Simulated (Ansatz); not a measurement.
# HPb3I: reading a single point

```
Pb I H
1.0
     3.64137    6.30703    0.00000
    -3.64137    6.30703    0.00000
     0.00000    0.00000    6.48095
Pb I H
6 2 2
Cartesian
  0.0000 2.0281 1.6202
  1.8850 7.3211 4.8607
  1.8850 5.2930 1.6202
  0.0000 10.5860 4.8607
  -1.8850 5.2930 1.6202
  -1.8850 7.3211 4.8607
  0.0000 8.4094 1.6202
  0.0000 4.2047 4.8607
  0.0000 0.0000 0.0000
  0.0000 0.0000 3.2405
```

Level: PBE, no spin polarisation; 420 eV; 6×6×5 Γ-centred mesh; fermi-dirac occupations (width 0.1 eV); Ansatz 0.2.0, fixed geometry.

Q: Describe some of the short contacts.

A: Pb–H at 2.60 Å: least valence density 0.16 e/Å³ and ELF 0.28 there. I–Pb at 3.64 Å: least valence density 0.10 e/Å³ and ELF 0.14 there. Both are smooth PAW fields, read partly inside the augmentation spheres.

Q: How is the charge shared?

A: Bader charges in e: H -0.40, Pb +0.33, I -0.59. In the mean Pb gives up most and I takes most.

Q: What happens at the Fermi level?

A: It is a metal, with about 6 states/eV a cell as the mean within 0.25 eV of the Fermi level, mostly Pb p (79 %) and I p (15 %).

Q: What is the formation energy?

A: 0.24 eV an atom against the elements' usual phases (free molecules for gases, crystals otherwise, with no correction for O₂ or N₂), so at this geometry it isn't bound against them. Relaxing would lower it.

Origin: a known structure type with other elements, at an estimated volume, so it need not be a known compound.
